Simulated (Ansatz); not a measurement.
Polymorphs of YTiGe, each relaxed with DFT-r²SCAN in the program Ansatz with PAW potentials:

A: P4/nmm
a = b = 4.0536 Å, c = 7.6671 Å, α = β = γ = 90.00°

| atom | site | symmetry | x | y | z |
|---|---|---|---|---|---|
| Y | 2c | 4mm | 0.0000 | 0.5000 | 0.3417 |
| Ge | 2c | 4mm | 0.5000 | 0.0000 | 0.2434 |
| Ti | 2a | -4m2 | 0.0000 | 0.0000 | 0.0000 |

B: I4/mmm
a = b = 4.0664 Å, c = 15.2786 Å, α = β = γ = 90.00°

```json
[
 {"atom": "Ge", "site": "4e", "symmetry": "4mm", "x": "0.0000", "y": "0.0000", "z": "0.1219"},
 {"atom": "Ti", "site": "4c", "symmetry": "mmm.", "x": "0.0000", "y": "0.5000", "z": "0.0000"},
 {"atom": "Y", "site": "4e", "symmetry": "4mm", "x": "0.0000", "y": "0.0000", "z": "0.3269"}
]
```

Q: Order them by energy per atom at 0 K (lowest first) at the level r²SCAN.

A: A (+0 meV/atom), B (+42 meV/atom)

Standing as an ambient phase not checked: A; B. All cells were relaxed under the symmetry of their starts (and spin orders); stability against distortions was not tested throughout. Rows with no word on spin ran without spin polarisation. Spin–orbit coupling is left out wherever it is not named.

Energies hold the estimated change up to a 700 eV cutoff; steps of a few meV lie near the error of the meshes.

Potentials: the later of the program's two PAW sets.
